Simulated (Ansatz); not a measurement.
CdAg: energy along a strain

CdAg, Pm-3m, a = 3.330 Å (as given, not relaxed at this level: 1.1 GPa). The structure is a COD entry; whether it is the stable form wasn't checked. Ansatz: r2SCAN, PAW, 500 eV, Γ-centred 14×14×14 mesh on 2 atoms, Gaussian smearing 0.15 eV; no spin polarisation. Cell vectors (Å): 3.330 0.000 0.000; 0.000 3.330 0.000; 0.000 0.000 3.330. The cell is strained by x per cent times the pattern (1 1 0 0 0 0) in the order xx yy zz yz xz xy (engineering shears), with fractional coordinates held. y is the free energy over the start, V0 = 18.463 Å³/atom.

| x (%) | y (meV/atom) |
| --- | --- |
| -4.00 | ? |
| -3.00 | 29.73 |
| -2.00 | 14.65 |
| -1.00 | 4.90 |
| 0.00 | 0.00 |
| 1.00 | -0.48 |
| 2.00 | 3.00 |
| 3.00 | 9.98 |
| 3.50 | 14.66 |
| 4.00 | 20.08 |

Question: Fit y = c1 x + c2 x² + c3 x³ to the other rows, get the stiffness along the pattern, and predict the missing energy.

Answer: Least squares on the rows shown. y = −2.6194 x + 2.2065 x² − 0.074372 x³. The clamped-ion stiffness p·C·p = 2 × 22.07 eV × 160.2 / 18.463 Å³ = 383 GPa (second derivative at the start, which stands under stress). At x = -4.00 the fit asked for gives 50.54 meV/atom. The run gave 50.65 meV/atom, so the fit is 0.11 meV/atom too low, a small miss on the scale of the series.